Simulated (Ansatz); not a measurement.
SiC2 (P4_2/mmc), relaxed and computed with several functionals in Ansatz (plane waves, PAW).

```tsv
functional	a (Å)	c (Å)	V (Å³/atom)	ΔH_f (eV/atom)	B₀ by P(V) fit (GPa)
PBE	3.181	6.885	11.62	0.43	155
r²SCAN	3.163	6.852	11.43	0.39	168
PBEsol	[?]	[?]	[?]	[?]	[?]
```

Q: Fill in the missing entries.

A: 
- PBEsol, a (Å): 3.156
- PBEsol, c (Å): 6.870
- PBEsol, V (Å³/atom): 11.41
- PBEsol, ΔH_f (eV/atom): 0.43
- PBEsol, B₀ by P(V) fit (GPa): 162

Typed or built starts, not in the databases checked: SiC2, P4_2/mmc (Si on 2e, C on 4i). All cells were relaxed under the symmetry of their starts (and spin orders); stability against distortions was not tested throughout.

Potentials: the later of the program's two PAW sets.

Ansatz (an electronic-structure program) is a plane-wave DFT program.

Formation energies count from the lowest solids of the elements computed at the same level, not from gases.
